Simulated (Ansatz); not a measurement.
MgO (rock salt)

```
MgO
1.0
    0.00000     2.12687     2.12687
    2.12687     0.00000     2.12687
    2.12687     2.12687     0.00000
O Mg
1 1
Direct
  0.00000   0.00000   0.00000
  0.50000   0.50000   0.50000
```

The slice is a {100} plane (indices of the conventional cell) through the point (0.000, 0.000, 0.000) (fractional), spanned by u = [100] and v = [0 1 -1] in vectors of this cell: u (3.01 Å) and v (3.01 Å, at 90° to u). It covers one period; positions are fractions (u, v).

Method: PBE (plane waves to 420 eV, PAW, scalar-relativistic; Ansatz, an electronic-structure program). k mesh 13×13×13. These are valence fields of a PAW run, semicore shells included where kept as valence: close to a nucleus they are smooth pseudo fields. MgO was relaxed with its symmetry unable to fall.

Three fields on this plane, each scaled to ten steps between its own extremes (0 low, 9 high; the total valence density on a logarithmic scale, the potential cut 8 eV below its top; x marks points blanked near nuclei; v = 0 in the bottom row):

Map A
```
|xxxxxxxx742000247xxxxxxx|
|xxxxxxx96420002469xxxxxx|
|xxxxxxx86310001368xxxxxx|
|xxxxxx9753100013579xxxxx|
|xxxxxx86432xxx23468xxxxx|
|xxxx98654xxxxxxx45689xxx|
|xx98765xxxxxxxxxxx56789x|
|7766544xxxxxxxxxxx445667|
|444333xxxxxxxxxxxxx33344|
|222112xxxxxxxxxxxxx21122|
|00000xxxxxxxxxxxxxxx0000|
|00000xxxxxxxxxxxxxxx0000|
|00000xxxxxxxxxxxxxxx0000|
|222112xxxxxxxxxxxxx21122|
|444333xxxxxxxxxxxxx33344|
|7766544xxxxxxxxxxx445667|
|xx98765xxxxxxxxxxx56789x|
|xxxx98654xxxxxxx45689xxx|
|xxxxxx86432xxx23468xxxxx|
|xxxxxx9753100013579xxxxx|
|xxxxxxx86310001368xxxxxx|
|xxxxxxx96420002469xxxxxx|
|xxxxxxxx742000247xxxxxxx|
|xxxxxxxx742000247xxxxxxx|
```

Map B
```
|xxxxxxxx257999752xxxxxxx|
|xxxxxxx12579997521xxxxxx|
|xxxxxxx02579997520xxxxxx|
|xxxxxx0135788875310xxxxx|
|xxxxxx01346xxx64310xxxxx|
|xxxx00012xxxxxxx21000xxx|
|xx10111xxxxxxxxxxx11101x|
|2222332xxxxxxxxxxx233222|
|555554xxxxxxxxxxxxx45555|
|777776xxxxxxxxxxxxx67777|
|99998xxxxxxxxxxxxxxx8999|
|99998xxxxxxxxxxxxxxx8999|
|99998xxxxxxxxxxxxxxx8999|
|777776xxxxxxxxxxxxx67777|
|555554xxxxxxxxxxxxx45555|
|2222332xxxxxxxxxxx233222|
|xx10111xxxxxxxxxxx11101x|
|xxxx00012xxxxxxx21000xxx|
|xxxxxx01346xxx64310xxxxx|
|xxxxxx0135788875310xxxxx|
|xxxxxxx02579997520xxxxxx|
|xxxxxxx12579997521xxxxxx|
|xxxxxxxx257999752xxxxxxx|
|xxxxxxxx257999752xxxxxxx|
```

Map C
```
|xxxxxxxx999888999xxxxxxx|
|xxxxxxx89887778898xxxxxx|
|xxxxxxx77765556777xxxxxx|
|xxxxxx7654322234567xxxxx|
|xxxxxx65310xxx01356xxxxx|
|xxxx76420xxxxxxx02467xxx|
|xx88652xxxxxxxxxxx25688x|
|9997530xxxxxxxxxxx035799|
|998741xxxxxxxxxxxxx14789|
|998630xxxxxxxxxxxxx03689|
|98752xxxxxxxxxxxxxxx2578|
|98752xxxxxxxxxxxxxxx2578|
|98752xxxxxxxxxxxxxxx2578|
|998630xxxxxxxxxxxxx03689|
|998741xxxxxxxxxxxxx14789|
|9997530xxxxxxxxxxx035799|
|xx88652xxxxxxxxxxx25688x|
|xxxx76420xxxxxxx02467xxx|
|xxxxxx65310xxx01356xxxxx|
|xxxxxx7654322234567xxxxx|
|xxxxxxx77765556777xxxxxx|
|xxxxxxx89887778898xxxxxx|
|xxxxxxxx999888999xxxxxxx|
|xxxxxxxx999999999xxxxxxx|
```

Q: Assign the maps to these fields: density of the lowest conduction band (whole band as if filled, smooth part); valence electron density; electrostatic potential energy of an electron, from the cell's mean.

A: A is the valence electron density; B is the density of the lowest conduction band (whole band as if filled, smooth part); C is the electrostatic potential energy of an electron, from the cell's mean.
